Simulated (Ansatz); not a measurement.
Cu: energy along a strain

Cu, Fm-3m, a = 3.615 Å (as given, not relaxed at this level: -6.5 GPa). Ansatz: PBEsol, PAW, 420 eV, Γ-centred 22×22×22 mesh on 1 atom, Gaussian smearing 0.15 eV; no spin polarisation. Cell vectors (Å): 0.000 1.808 1.808; 1.808 0.000 1.808; 1.808 1.808 0.000. The cell is strained by x per cent times the pattern (1 -1 0 0 0 0) in the order xx yy zz yz xz xy (engineering shears), with fractional coordinates held. y is the free energy over the start, V0 = 11.810 Å³/atom. Symmetry makes y even in x. Points with a strain past 8.5 % were computed too (4) and aren't used here.

```tsv
x (%)	y (meV/atom)
-7.50	21.38
0.00	0.00
1.87	1.34
3.75	5.37
5.62	?
```

Problem. Fit y = c2 x² + c4 x⁴ to the other rows, get the stiffness along the pattern, and predict the missing energy.

Solution. Least squares on the rows shown. y = 0.38254 x² − 4.3637×10⁻⁵ x⁴. The clamped-ion stiffness p·C·p = 2 × 3.825 eV × 160.2 / 11.810 Å³ = 104 GPa (second derivative at the start, which stands under stress). At x = 5.62 the fit asked for gives 12.04 meV/atom. The run gave 12.23 meV/atom, so the fit is 0.19 meV/atom too low, 0.89 % of the span of the series, against an rms of 0.002 meV/atom on the fitted rows. With a term in x⁶ added, a fit to the same known rows (none to spare) predicts 12.02 meV/atom, no real gain.